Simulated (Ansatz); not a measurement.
TlF:
```xyz
4
Lattice="3.6874 0.0000 0.0000 0.0000 3.6874 0.0000 0.0000 0.0000 6.2054" Properties=species:S:1:pos:R:3 pbc="T T T"
Tl     0.0000     1.8437     4.6193
Tl     1.8437     0.0000     1.5861
F      1.8437     0.0000     5.3667
F      0.0000     1.8437     0.8387
```

The program Ansatz at the r²SCAN+D4 level (PAW) gives a gap of 3.23 eV without spin–orbit coupling, maximum on the M–Γ line, 53 % of the way from M, minimum on the Z–R line, 86 % of the way from Z.

### Question
What happens when spin–orbit coupling is switched on?

### Answer
The gap decreases by 0.15 eV, to 3.08 eV; maximum on the M–Γ line, 52 % of the way from M, minimum on the Z–R line, 86 % of the way from Z.

### Question
Give the electron effective mass with spin–orbit coupling.

### Answer
0.21, 0.53, 0.68 mₑ (principal values).

### Question
Give the hole effective mass with spin–orbit coupling.

### Answer
1.2, 1.8, 8.2 mₑ (principal values).

Space group P4/nmm. The first step of the workflow began from a Materials Project structure, measured or hypothetical; the Crystallography Open Database files this formula in space group No. 129, but the cells were not matched. Whether it is the stable phase at ambient conditions was not checked. The r²SCAN+D4 relaxation kept the symmetry of its start; whether a distortion lowers the energy is not shown.

Potentials: the later of the program's two PAW sets.
